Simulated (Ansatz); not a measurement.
The calculation used DFT PBE, scalar-relativistic, plane waves, PAW in Ansatz. Settings: cutoff 420 eV, Γ-centred meshes spaced at most about 0.3 Å⁻¹, and about 0.25 Å⁻¹ or finer for metals (2π included), Gaussian smearing. No spin polarisation in the final relaxations.

These are static total energies at zero pressure.

Two relaxed structures of ZnCd₂Te₂S:

A.

```yaml
crystal:
  lattice:
    - [3.81874, 0.00000, 0.00000]
    - [0.00000, 4.07308, 0.00000]
    - [0.00000, 0.00000, 10.42963]
  atoms:
    - { symbol: Zn, position: [0.50000, 0.50000, 0.12936] }
    - { symbol: Cd, position: [0.50000, 0.50000, 0.83608] }
    - { symbol: Cd, position: [0.50000, 0.00000, 0.46387] }
    - { symbol: Te, position: [0.00000, 0.00000, 0.02352] }
    - { symbol: Te, position: [0.00000, 0.50000, 0.34706] }
    - { symbol: S, position: [0.50000, 0.00000, 0.70011] }
```

B.

```yaml
crystal:
  lattice:
    - [5.96269, 0.00000, 0.00000]
    - [0.00000, 5.96269, 0.00000]
    - [0.00000, 0.00000, 5.45065]
  atoms:
    - { symbol: Zn, position: [0.50000, 0.50000, 0.00000] }
    - { symbol: Cd, position: [0.00000, 0.50000, 0.50000] }
    - { symbol: Cd, position: [0.50000, 0.00000, 0.50000] }
    - { symbol: Te, position: [0.50000, 0.50000, 0.50000] }
    - { symbol: Te, position: [0.00000, 0.00000, 0.50000] }
    - { symbol: S, position: [0.00000, 0.00000, 0.00000] }
```

Question: Which would you expect to be lower, and how large is the difference?

Answer: A is lower, by 258 meV/atom. A has space group Pmm2 (No. 25), 27.0 Å³/atom and no gap on its mesh; B has space group P4/mmm (No. 123), 32.3 Å³/atom and no gap. Counting Cd, Te or Zn atoms around S (for each partner element, those within 1.25 times its shortest distance or 1.15 times the sum of covalent radii, where it is the nearest in units of that sum or under 1.3), A has S 3 and B has S 2. The denser one is the lower, and pressure would at first widen the difference. Both come from invented guesses.

Spin–orbit coupling, which can matter for Te, is left out. Cells relaxed within their symmetry can be saddle points.
